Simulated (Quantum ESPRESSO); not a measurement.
## Al4FO4N (input and log of a self-consistent run)

Computed values, not a measurement. The program is pw.x of Quantum ESPRESSO 7.5 (plane-wave density functional theory). The cell is made up: 10 atoms on a corundum lattice, with randomly drawn elements, strain and displacements, not relaxed. PseudoDojo standard norm-conserving files (v0.5 for PBE, v0.4.1 for LDA and PBEsol) set the functional; there is no spin polarisation, spin-orbit coupling or dispersion term, and the masses in the input are unused placeholders.

Input:

```
&control calculation='scf', pseudo_dir='./dojo.nc.sr.pbe.v0_5.standard.upf', outdir='./o', disk_io='low', tprnfor=.true., tstress=.true. /
&system ibrav=0, nat=10, ntyp=4, nbnd=30, ecutwfc=105.61755193, nosym=.true., tot_charge=0,
 occupations='smearing', smearing='fd', degauss=0.0018374661
/
&electrons conv_thr=7.350e-09, electron_maxstep=60, /
ATOMIC_SPECIES
Al 1.0 Al.upf
F 1.0 F.upf
N 1.0 N.upf
O 1.0 O.upf
CELL_PARAMETERS angstrom
2.5122 1.3716 4.4082
-2.4643 1.42 4.3665
0.0658 -2.8422 4.4034
ATOMIC_POSITIONS angstrom
Al 0.0236 -0.0709 4.6149
Al 0.0002 0.0628 1.8107
Al 0.0834 0.0037 8.5189
Al 0.2896 -0.0295 11.3288
F -0.8643 1.3474 7.5705
O -0.6729 -1.3816 7.7028
O 1.7047 -0.0476 7.7128
N 0.9826 -1.472 5.4787
O 0.7613 1.3148 5.4931
O -1.7314 0.031 5.5082
K_POINTS automatic
7 7 7 1 1 1
```

The log is shortened where brackets say so; the opening notice, blank lines, dates and the lines on written files are dropped, and the path of the files is cut. It prints rydbergs, bohrs and kilobars, and counts compression as positive stress. With no partly filled state, the Fermi energy that it prints is only some level between the filled and the empty states on the mesh, and need not lie in the true gap.

```
     Program PWSCF v.7.5
     Parallel version (MPI & OpenMP), running on       4 processor cores
     Number of MPI processes:                 4
     Threads/MPI process:                     1
     [start-up lines left out]
     bravais-lattice index     =            0
     lattice parameter (alat)  =       9.9322  a.u.
     unit-cell volume          =     625.0776 (a.u.)^3
     number of atoms/cell      =           10
     number of atomic types    =            4
     number of electrons       =        48.00
     number of Kohn-Sham states=           30
     kinetic-energy cutoff     =     105.6176  Ry
     charge density cutoff     =     422.4702  Ry
     scf convergence threshold =      7.3E-09
     mixing beta               =       0.7000
     number of iterations used =            8  plain     mixing
     Exchange-correlation= PBE
                           (   1   4   3   4   0   0   0)
     [axes and pseudopotential details left out]
   Cartesian axes
     site n.     atom                  positions (alat units)
         1        Al     tau(   1) = (   0.0044902  -0.0134896   0.8780390  )
         2        Al     tau(   2) = (   0.0000381   0.0119484   0.3445070  )
         3        Al     tau(   3) = (   0.0158678   0.0007040   1.6208209  )
         4        Al     tau(   4) = (   0.0550998  -0.0056127   2.1554374  )
         5        F      tau(   5) = (  -0.1644432   0.2563587   1.4403766  )
         6        O      tau(   6) = (  -0.1280271  -0.2628656   1.4655483  )
         7        O      tau(   7) = (   0.3243392  -0.0090565   1.4674509  )
         8        N      tau(   8) = (   0.1869512  -0.2800653   1.0423871  )
         9        O      tau(   9) = (   0.1448463   0.2501562   1.0451269  )
        10        O      tau(  10) = (  -0.3294192   0.0058981   1.0479998  )
     number of k points=   172  Fermi-Dirac smearing, width (Ry)=  0.0018
     Number of k-points >= 100: set verbosity='high' to print them.
     Dense  grid:    91677 G-vectors     FFT dimensions: (  72,  72,  72)
     Estimated max dynamical RAM per process >     356.06 MB
     Estimated total dynamical RAM >       1.33 GB
     Initial potential from superposition of free atoms
     starting charge      47.9902, renormalised to      48.0000
     Starting wfcs are   40 randomized atomic wfcs
     total cpu time spent up to now is        7.2 secs
     per-process dynamical memory:   316.1 Mb
     Self-consistent Calculation
     iteration #  1     ecut=   105.62 Ry     beta= 0.70
     Davidson diagonalization with overlap
     ethr =  1.00E-02,  avg # of iterations =  3.2
     total cpu time spent up to now is       21.8 secs
     total energy              =    -220.74639486 Ry
     estimated scf accuracy    <       2.46790337 Ry
     iteration #  2     ecut=   105.62 Ry     beta= 0.70
     Davidson diagonalization with overlap
     ethr =  5.14E-03,  avg # of iterations =  2.3
     total cpu time spent up to now is       36.1 secs
     total energy              =    -221.37864744 Ry
     estimated scf accuracy    <       2.13818070 Ry
     iteration #  3     ecut=   105.62 Ry     beta= 0.70
     Davidson diagonalization with overlap
     ethr =  4.45E-03,  avg # of iterations =  2.0
     total cpu time spent up to now is       48.3 secs
     total energy              =    -221.77654205 Ry
     estimated scf accuracy    <       0.06503035 Ry
     iteration #  4     ecut=   105.62 Ry     beta= 0.70
     Davidson diagonalization with overlap
     ethr =  1.35E-04,  avg # of iterations =  6.9
     total cpu time spent up to now is       64.8 secs
     total energy              =    -221.80037749 Ry
     estimated scf accuracy    <       0.00609588 Ry
     iteration #  5     ecut=   105.62 Ry     beta= 0.70
     Davidson diagonalization with overlap
     ethr =  1.27E-05,  avg # of iterations =  8.0
     total cpu time spent up to now is       82.6 secs
     total energy              =    -221.80114587 Ry
     estimated scf accuracy    <       0.00168599 Ry
     [iterations 6 to 8 left out]
     iteration #  9     ecut=   105.62 Ry     beta= 0.70
     Davidson diagonalization with overlap
     ethr =  1.08E-08,  avg # of iterations =  2.0
     total cpu time spent up to now is      137.3 secs
     total energy              =    -221.80125823 Ry
     estimated scf accuracy    <       0.00000261 Ry
     iteration # 10     ecut=   105.62 Ry     beta= 0.70
     Davidson diagonalization with overlap
     ethr =  5.43E-09,  avg # of iterations =  2.0
     total cpu time spent up to now is      150.0 secs
     total energy              =    -221.80125839 Ry
     estimated scf accuracy    <       0.00000025 Ry
     iteration # 11     ecut=   105.62 Ry     beta= 0.70
     Davidson diagonalization with overlap
     ethr =  5.15E-10,  avg # of iterations =  3.0
     total cpu time spent up to now is      165.0 secs
     total energy              =    -221.80125849 Ry
     estimated scf accuracy    <       0.00000002 Ry
     iteration # 12     ecut=   105.62 Ry     beta= 0.70
     Davidson diagonalization with overlap
     ethr =  4.56E-11,  avg # of iterations =  2.0
     total cpu time spent up to now is      179.0 secs
     total energy              =    -221.80125849 Ry
     estimated scf accuracy    <          7.6E-09 Ry
     iteration # 13     ecut=   105.62 Ry     beta= 0.70
     Davidson diagonalization with overlap
     ethr =  1.58E-11,  avg # of iterations =  2.0
     total cpu time spent up to now is      191.4 secs
     End of self-consistent calculation
     Number of k-points >= 100: set verbosity='high' to print the bands.
     the Fermi energy is    10.4972 ev
!    total energy              =    -221.80125849 Ry
     estimated scf accuracy    <          1.1E-09 Ry
     smearing contrib. (-TS)   =      -0.00000000 Ry
     internal energy E=F+TS    =    -221.80125849 Ry
     The total energy is F=E-TS. E is the sum of the following terms:
     one-electron contribution =     -46.03792420 Ry
     hartree contribution      =      56.97863707 Ry
     xc contribution           =     -60.32255982 Ry
     ewald contribution        =    -172.41941153 Ry
     convergence has been achieved in  13 iterations
     Forces acting on atoms (cartesian axes, Ry/au):
     atom    1 type  1   force =    -0.04067478   -0.03623972    0.10896137
     atom    2 type  1   force =    -0.06699763   -0.00807727   -0.05325884
     atom    3 type  1   force =    -0.02564600   -0.04387635    0.13342469
     atom    4 type  1   force =    -0.12082755    0.06526243   -0.13471793
     atom    5 type  2   force =     0.01774102    0.01488029    0.02766565
     atom    6 type  4   force =     0.02349277   -0.13518833   -0.03371913
     atom    7 type  4   force =     0.05260541    0.09012841    0.02024303
     atom    8 type  3   force =     0.07118253    0.06765358   -0.04891585
     atom    9 type  4   force =     0.03977577    0.09864782    0.02954013
     atom   10 type  4   force =     0.04934846   -0.11319087   -0.04922313
     Total force =     0.392534     Total SCF correction =     0.000008
     Computing stress (Cartesian axis) and pressure
          total   stress  (Ry/bohr**3)                   (kbar)     P=        4.98
  -0.00001549   0.00018528  -0.00003451           -2.28       27.25       -5.08
   0.00018528   0.00003477  -0.00010150           27.25        5.12      -14.93
  -0.00003451  -0.00010150   0.00008227           -5.08      -14.93       12.10
     init_run     :      6.84s CPU      7.09s WALL (       1 calls)
     electrons    :    183.62s CPU    184.23s WALL (       1 calls)
     forces       :      2.26s CPU      2.28s WALL (       1 calls)
     stress       :      8.26s CPU      8.28s WALL (       1 calls)
     [timing details left out]
     PWSCF        :   3m21.20s CPU   3m22.13s WALL
     JOB DONE.
```

In other units: free energy -3017.760 eV for the cell, pressure 0.50 GPa, largest force component 3.476 eV/Å. This run is the check on a run of the same cell at a cutoff of 1143 eV and k mesh 5 x 5 x 5: rerunning at a cutoff of 1437 eV and k mesh 7 x 7 x 7 moved values by no more than 0.003 eV in energy, 0.02 GPa in stress and 0.002 eV/Å in force.